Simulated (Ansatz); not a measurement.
PbF2:
```xyz
3
Lattice="0.0000 2.9812 2.9812 2.9812 0.0000 2.9812 2.9812 2.9812 0.0000" Properties=species:S:1:pos:R:3 pbc="T T T"
Pb     0.0000     0.0000     0.0000
F      1.4906     1.4906     1.4906
F      4.4718     4.4718     4.4718
```

Relaxed with PBE+D3(BJ).

**Question.** Give the optical modes at the zone centre with their infrared and Raman activity from DFPT, plane-wave PAW PBE+D3(BJ) (Ansatz code).

**Answer.** Transverse frequencies, without the LO–TO term; a row sums one degenerate level.

```json
[
 {"ω (cm⁻¹)": "106", "degeneracy": "3", "IR ((D/Å)²/amu)": "21.85", "Raman (Å⁴/amu)": "0", "activity": "IR", "symmetry": "T1u"},
 {"ω (cm⁻¹)": "244", "degeneracy": "3", "IR ((D/Å)²/amu)": "0.00", "Raman (Å⁴/amu)": "16", "activity": "Raman", "symmetry": "T2g"}
]
```

**Question.** How high does the top mode go among those that the LO–TO term moves?

**Answer.** 316 cm⁻¹ for q along x.

Space group Fm-3m (fluorite). Symmetry was held in the PBE+D3(BJ) relaxation; phonons on a q-mesh show no instability. Scalar-relativistic: spin–orbit coupling is off unless named, which matters more the heavier the elements.

Potentials: the later of the program's two PAW sets.
